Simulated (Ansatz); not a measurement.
# BiCClO$_{2}$: reading a single point

```xyz
10
Lattice="2.9469 2.9123 0.0000 2.9469 -2.9123 0.0000 0.8523 0.0000 -9.3072" Properties=species:S:1:pos:R:3 pbc="T T T"
C     3.3730    0.7747   -4.6536
C     3.3730   -0.7747   -4.6536
Cl    2.3599    0.0000   -8.2006
Cl    4.3861    0.0000   -1.1066
O     3.8094    1.3397   -5.6858
O     2.9367    1.3397   -3.6215
O     2.9367   -1.3397   -3.6215
O     3.8094   -1.3397   -5.6858
Bi    5.2193    0.0000   -7.2317
Bi    1.5268    0.0000   -2.0755
```

Single point in Ansatz 0.2.0 with r2SCAN, no spin polarisation. Cutoff 500 eV, PAW datasets, 7×7×3 Γ-centred k mesh, fermi-dirac filling (width 0.0258 eV).

(1) Where is the largest force?

(2) Metal or insulator?

(3) Which element gives electrons and which takes them?

(4) Is the cell too large or too small?

Origin: a known structure type with other elements, at an estimated volume, so it need not be a known compound. Caveats: many states at the Fermi level without spin polarisation, so a magnetic state may lie lower; atoms or cell far from equilibrium.

## Answers

(1) The largest is on C1 (and as large on other atoms): 3.45 eV/Å, components (0.00, -3.45, 0.00). It makes 117° with the line to a nearest neighbour, O5 at 1.25 Å.

(2) It is a metal, with about 4 states/eV a cell as the mean within 0.25 eV of the Fermi level, mostly Bi p (63 %).

(3) Bader charges in e: Bi +1.55, C +1.66, Cl -0.69, O -1.26. In the mean C gives up most and O takes most.

(4) The pressure is 0.5 GPa (compression positive), so with the atoms held at these fractions the cell is close to zero pressure; the forces are large, so a full relaxation may end otherwise. The principal stresses -0.5, -0.1, 2.0 GPa differ, so its shape would change too.
